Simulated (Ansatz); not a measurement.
A geometry of Rh away from equilibrium: step 3 of the relaxation of a relaxed Rh cell displaced along its unstable phonon at q = (½, ½, 0) of its primitive reciprocal cell (41i cm⁻¹), largest move 0.15 Å. Method: PBEsol (plane waves to 420 eV, PAW, scalar-relativistic; Ansatz, a first-principles code). Γ-centred k-mesh 14×14×14 on the run's cell (coarser than for final values), Fermi–Dirac smearing 0.05 eV.

```xyz
4
Lattice="-4.7230 4.7230 2.6362 0.0000 0.0000 2.6362 2.3596 2.3596 -1.3181" Properties=species:S:1:pos:R:3:forces:R:3 pbc="T T T" free_energy=-25352.727 pressure_GPa=2.0
Rh    -0.0010     2.3606     0.3010    0.0000    0.0000   -0.4669
Rh    -2.3625     4.7221     2.3352    0.0000    0.0000    0.4669
Rh    -0.1066    -0.1066     0.0000   -0.1808   -0.1808    0.0000
Rh    -2.2550     2.4681     1.3181    0.1808    0.1808    0.0000
```

Positions in Å, forces in eV/Å, free energy of the cell in eV (comparable only within this code, potentials and settings). Largest force: 0.47 eV/Å, on Rh1, Rh2 (atoms numbered as listed); the geometry lies 0.06 eV/atom above the end of its relaxation.

No spin polarisation in the result.

The run could not lose the symmetry of its start, so the end can be a saddle point.

The end of the path is a generated cell of Rh: the first start was made by placing the elements on the sites of a structure type, and the end was not matched to a known phase here, so it may be hypothetical. Known forms of Rh include space group No. 225.
